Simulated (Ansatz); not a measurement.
**Data sheet: Ag (DFT)**

Ag (dhcp (α-La type), P6_3/mmc), a = b = 2.8927 Å, c = 9.4149 Å, α = β = 90.00°, γ = 120.00°.

Space group P6_3/mmc (No. 194), dhcp (α-La type); conventional cell a = b = 2.893 Å, c = 9.415 Å, α = β = 90.00°, γ = 120.00°.

Method: r²SCAN+D4 in the plane-wave PAW code Ansatz. The cell and atoms are relaxed at this level. Other levels are named where they apply.

**Cell and energy**

```json
{
  "volume_per_atom": "17.06 Å³",
  "density": "10.50 g/cm³"
}
```

**Electronic structure**

```json
{
  "electronic_character": "metallic (no gap)",
  "Density of states at the Fermi level": "0.27 states/eV per atom (mean over ±0.08 eV)"
}
```

The first step of the workflow began from a Materials Project structure, measured or hypothetical; the Crystallography Open Database files this formula in space group No. 194, but the cells were not matched. It is not the phase usual at ambient conditions (space group No. 225). The cell was relaxed with r²SCAN+D4 under the symmetry of its start; whether a distortion lowers the energy is not shown. No spin polarisation was allowed. The pairwise dispersion correction was not fitted to metals. Axis ratios of metals converge slowly with the k-mesh, so a and c are less sure than the volume. Spin–orbit coupling is left out wherever it is not named.

Potentials: the later of the program's two PAW sets.
